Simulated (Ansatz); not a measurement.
MoSeS in space group P-6m2 (No. 187; Mo on 1a, Mo on 1d, Se on 2g, S on 2h) at seven volumes, r²SCAN+D4 (plane waves, PAW; program Ansatz), shape and atoms relaxed at each. One row is withheld.

| V (Å³/atom) | P (GPa) |
|---|---|
| 17.671 | ? |
| 18.254 | 3.24 |
| 18.836 | 1.33 |
| 19.419 | 0.00 |
| 20.001 | -0.86 |
| 20.584 | -1.34 |
| 21.167 | -1.52 |

Question: Fit the shown pressures and predict the withheld one.

Answer: Third-order Birch–Murnaghan: P = (3/2)B₀(x^(7/2) − x^(5/2))[1 + (3/4)(B′ − 4)(x − 1)] with x = (V₀/V)^(2/3). Least squares on the six rows gives V₀ = 19.417 Å³/atom, B₀ = 35.55 GPa, B′ = 13.74. At V = 17.671, x = 1.0648 and P = 5.96 GPa. The run itself gave 5.81 GPa.

The first step of the workflow began from a Materials Project structure, measured or hypothetical; the Crystallography Open Database copy checked does not list it. With Se and S taken as one species the cell has the higher symmetry P6_3/mmc, so it may be an ordered model of a mixed-site phase. Its standing as an ambient phase is unchecked. Symmetry was held in the r²SCAN+D4 relaxation; whether a distortion lowers the energy is not shown. No spin polarisation was allowed.

Potentials: the later of the program's two PAW sets.
